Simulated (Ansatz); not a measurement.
Polymorphs of Ca, each relaxed with r²SCAN (plane waves, PAW; program Ansatz):

A: bcc (W type) (Im-3m)
a = b = c = 4.425 Å, α = β = γ = 90.00°

| atom | site | symmetry | x | y | z |
|---|---|---|---|---|---|
| Ca | 2a | m-3m | 0.0000 | 0.0000 | 0.0000 |

B: simple cubic (Pm-3m)
a = 3.4930 Å, b = 3.4930 Å, c = 3.4930 Å, α = 90.00°, β = 90.00°, γ = 90.00°

```
atom  site  symmetry       x       y       z
----  ----  --------  ------  ------  ------
Ca      1a      m-3m  0.0000  0.0000  0.0000
```

Q: Order them by energy per atom at 0 K (lowest first) at the level r²SCAN.

A: A (+0 meV/atom), B (+388 meV/atom)

Not the usual ambient phase: A; B. Unstable at this level: B. All cells were relaxed under the symmetry of their starts (and spin orders); stability against distortions was not tested throughout.

Energies hold the estimated change up to a 700 eV cutoff; steps of a few meV lie near the error of the meshes.

Potentials: the later of the program's two PAW sets.
